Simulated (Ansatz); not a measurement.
GaAg (CsCl type)

```
CELL_PARAMETERS angstrom
      3.19113     0.00000     0.00000
      0.00000     3.19113     0.00000
      0.00000     0.00000     3.19113
ATOMIC_POSITIONS crystal
  Ga 0.50000 0.50000 0.50000
  Ag 0.00000 0.00000 0.00000
```

The slice is a {210} plane (indices of the conventional cell) through the point (0.000, 0.000, 0.000) (fractional), spanned by u = [100] and v = [021] in vectors of this cell: u (3.19 Å) and v (7.14 Å, at 90° to u). It covers one period; positions are fractions (u, v).

Computed with LDA (plane waves to 420 eV, PAW, scalar-relativistic; Ansatz, a program for electronic structure). k mesh 15×15×15. Inside the PAW spheres the values are not all-electron values, and peaks at nuclei hang on which shells count as valence. GaAg was relaxed with its symmetry unable to fall.

**Question.** Predict the map of the electron localisation function (ELF) on the slice.

**Answer.** 
```
v \ u  0.00  0.14  0.29  0.43  0.57  0.71  0.86
-----  ----  ----  ----  ----  ----  ----  ----
0.88   0.34  0.26  0.20  0.26  0.26  0.20  0.26
0.75   0.22  0.29  0.29  0.28  0.28  0.29  0.29
0.62   0.20  0.25  0.29  0.29  0.29  0.29  0.25
0.50   0.16  0.18  0.23  0.24  0.24  0.23  0.18
0.38   0.20  0.25  0.29  0.29  0.29  0.29  0.25
0.25   0.22  0.29  0.29  0.28  0.28  0.29  0.29
0.12   0.34  0.26  0.20  0.26  0.26  0.20  0.26
0.00      x     x  0.33  0.17  0.17  0.33     x
```

Values: electron localisation function (ELF). Points within 0.5 Å of a nucleus are blanked (x), as the pseudised field means little there.
